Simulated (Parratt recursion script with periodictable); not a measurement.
Sharing the period between Si and Mo in a mirror for 13.5 nm

```
layer, from the top  thickness (Å)  density (g/cm³)  rms roughness of its top face (Å)  δ at 13.5 nm  β at 13.5 nm
-------------------  -------------  ---------------  ---------------------------------  ------------  ------------
Si (in each period)         varied            2.313                                  4  9.927 × 10⁻⁴      0.001813
Mo (in each period)         varied           10.026                                  4       0.07476      0.006314
Si (substrate)                   –            2.313                                  4  9.927 × 10⁻⁴      0.001813
```

The refractive index is n = 1 − δ + iβ; the runs take δ and β at each wavelength of the scan. Vacuum lies above.

Densities are inputs, not measurements. They were set from computed cells of the Materials Project: Si from entry mp-149 (Fd-3m, 2.313 g/cm³); Mo from entry mp-129 (Im-3m, 10.026 g/cm³). A layer's crystal structure does not enter its constants, only its composition and density.

Simulated, not measured: EUV and soft X-ray reflectivity, Parratt recursion, Névot-Croce roughness, Henke tables (Parratt recursion script with periodictable 1.7.1).

Light falls at α = 5° from the surface normal. R is the mean of s and p polarisation. The wavelength is scanned from 12.42 to 14.58 nm in 161 evenly spaced points, without smoothing. The peak is the highest scan point; its wavelength and height come from a parabola through R at that point and its two neighbours.

The pair is repeated 40 times. The runs differ in the two thicknesses alone; Γ is the share of Mo in the period D.

| Si (Å) | Mo (Å) | Γ | peak λ (nm) | peak R (%) |
|---|---|---|---|---|
| 48.4 | 20.8 | 0.30 | 13.532 | 68.1 |
| 41.5 | 27.7 | 0.40 | 13.456 | 70.7 |
| 34.6 | 34.6 | 0.50 | ? | ? |
| 27.7 | 41.5 | 0.60 | 13.276 | 66.1 |

Q: Estimate the peak wavelength and height at Γ = 0.50.

A: Wavelength: with δ̄ the thickness-weighted δ at 13.5 nm and α the angle from the normal (sin²α = 0.0076), λ ≈ 2D[(1 − δ̄)² − sin²α]^½.

| Γ | D (Å) | δ̄ | λ by hand (nm) | run minus hand (nm) |
|---|---|---|---|---|
| 0.40 | 69.2 | 0.0305 | 13.364 | 0.092 |
| 0.50 | 69.2 | 0.0379 | 13.261 | to find |
| 0.60 | 69.2 | 0.0452 | 13.159 | 0.117 |

The difference, interpolated in Γ, is 0.105 nm, so λ ≈ 13.261 + 0.105 = 13.366 nm.

Height: the parabola through the rows at Γ = 0.30, 0.40, 0.60 has weights −0.333, 1.000, 0.333 at Γ = 0.50, which give 70.0 %.

The run gave 13.370 nm and 69.8 %, so the estimates miss by 0.004 nm and 0.2 points. Of these 4 runs, Γ = 0.40 has the highest peak.
